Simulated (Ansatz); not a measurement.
Input and command of a plane-wave DFT calculation in Ansatz:

```yaml
crystal:
  lattice:
    - [0.0, 2.398792986, 2.398792986]
    - [2.398792986, 0.0, 2.398792986]
    - [2.398792986, 2.398792986, 0.0]
  atoms:
    - { symbol: Mn, position: [0.0, 0.0, 0.0] }
    - { symbol: S, position: [0.75, 0.75, 0.75] }
basis:
  ecutwfc: 420
kpoints:
  mp_grid: { grid: [16, 16, 16] }
hamiltonian:
  xc: lda
scf:
  occupations: { method: gaussian, width: 0.2 }
output:
  forces: true
  stress: true
  eigenvalues: true
relax:
  adjacent_minimum: "off"
  f_tol: 0.001
  max_steps: 60
  cell: { stress_tol: 0.02, p_target: 25.0 }
```

```bash
ansatz run input.yaml --threads 1 --pin off --max-ram 3072MiB --backend cpu --events-out ev --progress --plain --runs-dir out
```

Processor: Arm Neoverse V1, 1 thread, on a host shared with other jobs.

Task: Estimate time, memory and problem size.

Result: About 21 s on 1 thread of Arm Neoverse V1, with other jobs on the host, peak memory 0.36 GiB. It solves 15 bands at 145 k points (the mesh reduced by symmetry) with about 531 plane waves (on the last cell), in 18 SCF iterations over 3 ionic steps.
